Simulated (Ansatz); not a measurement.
The elements of this relaxed trial crystal are hidden behind letters.

```
lattice vectors (Å)
   5.9706    0.0000    0.0000
   0.0100    6.0975    0.0000
   2.7514    0.0703    8.9364
fractional positions
X 0.6390 0.0171 0.6779
X 0.1395 0.4842 0.6760
X 0.3122 0.0222 0.3467
X 0.8127 0.4769 0.3450
Z 0.9899 0.0105 0.0071
Z 0.4906 0.4896 0.0056
Q 0.8673 0.0473 0.3285
Q 0.3677 0.4517 0.3261
Q 0.5042 0.0151 0.9863
Q 0.0047 0.4843 0.9835
Q 0.1861 0.0496 0.6598
Q 0.6862 0.4516 0.6574
```

These are results of DFT PBE, scalar-relativistic, plane waves, PAW in Ansatz, not measurements. Cutoff 420 eV, Γ-centred 6×6×4 mesh (12-atom cell), Gaussian smearing of 0.02 eV, no spin polarisation.

* Space group: P1 (No. 1)
* Conventional cell: a = 5.971 Å, b = 6.097 Å, c = 9.351 Å, α = 89.5°, β = 72.9°, γ = 89.9°
* Volume per atom: 27.11 Å³
* Density: 5.52 g/cm³
* Energy over the elements: −0.464 eV/atom
* Gap on the 6×6×4 mesh of the 12-atom cell: 0.81 eV

Energies are uncorrected and count from the elements' standard states at the same level.

Problem. X is a p-block element of period 5, Z is a p-block element of period 6 and Q is a p-block element of period 3. Which elements are they?

Solution. X = Sn, Z = Pb, Q = S, so the formula is Sn2PbS3. Density times volume gives a mean mass of 5.52 × 27.11/1.6605 = 90.1 u per atom, and this set has 90.1 u. Sn on its first site is surrounded by 3 S at 2.66–2.76 Å, 2 S at 3.15–3.23 Å and 1 S at 3.46 Å; Pb on its first site has 6 S at 2.89–3.22 Å; S on its first site has 2 Sn at 2.64–2.72 Å, 1 Pb at 2.89 Å and 2 Sn at 3.15–3.27 Å; 9 more sites not described. Other sets within the hints have nearly the same mass, so mass alone doesn't settle it; this one was computed.

Spin–orbit coupling, which can matter for Pb, is left out. Kohn–Sham gaps at this level usually fall short of measured ones. The missing spin–orbit coupling can work the other way here. This cell was reached by moving the atoms of another relaxed cell at random and relaxing again, last within the group found; it had no such test of its own.
